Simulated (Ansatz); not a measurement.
These are results of DFT PBE, scalar-relativistic, plane waves, PAW in Ansatz, not measurements. All cells share a 420 eV cutoff and Γ-centred k meshes spaced at most about 0.3 Å⁻¹ (about 0.25 or finer for metals, 2π included). Collinear spin in cells that started with moments and kept them past the coarse steps, no spin elsewhere.

Each of these unrelaxed guesses is relaxed in cell and atoms within its symmetry. A guess keeps its type if space group and coordination stay and the shape of the cell changes little (axis ratios within about 15 %, angles within 6°); the volume may change.

1. Y2TaN3 (collinear spin from parallel moments)

```
Y Ta N
1.0
     3.65290    0.00000    0.00000
     0.00000    3.65290    0.00000
     0.00000    0.00000    7.25018
Y Ta N
2 1 3
Direct
  0.00000 0.00000 0.00000
  0.50000 0.50000 0.50000
  0.00000 0.00000 0.50000
  0.00000 0.00000 0.71679
  0.00000 0.00000 0.28321
  0.50000 0.50000 0.00000
```

2. Sn2Sb2Te

```
Sn Sb Te
1.0
     5.01479    0.00000    0.00000
    -2.50740    4.34294    0.00000
     0.00000    0.00000    7.62674
Sn Sb Te
2 2 1
Direct
  0.00000 0.00000 0.69966
  0.00000 0.00000 0.30034
  0.33333 0.66667 0.50000
  0.66667 0.33333 0.50000
  0.00000 0.00000 0.00000
```

3. KAl3O

```
K Al O
1.0
     4.54775    0.00000    0.00000
     0.00000    4.54775    0.00000
     0.00000    0.00000    4.54629
K Al O
1 3 1
Direct
  0.50000 0.50000 0.00638
  0.00000 0.50000 0.51351
  0.00000 0.00000 0.01404
  0.50000 0.00000 0.51351
  0.00000 0.00000 0.51426
```

Q: Which guesses survive the relaxation?

A: Guesses 1 and 2 keep their type.

```tsv
guess	kept	start group	end group	V start (Å³/atom)	V end	b/a and c/a, end over start	nearest neighbours start	nearest neighbours end
1	yes	P4/mmm	P4/mmm	16.1	21.4	1.00, 1.07	N 1/4, Ta 2, Y 2/4	N 1/4, Ta 2, Y 2/4
2	yes	P6/mmm	P6/mmm	33.2	42.4	1.00, 1.12	Sb 9, Sn 1, Te 2	Sb 9, Sn 1, Te 2
3	no	P4mm	P4mm	18.8	23.5	1.00, 2.14	Al 2, K 12, O 6	Al 1/6, K 4, O 1
```

Neighbours count within 15 % of an atom's shortest distance; end groups are read at 0.02 Å (0.05 Å in metals).

These runs have no spin–orbit coupling, which can matter for Sb, Ta and Te. Another magnetic order may lie lower. Cells relaxed within their symmetry can be saddle points.

In counts of neighbours, a slash parts the counts of unlike sites.
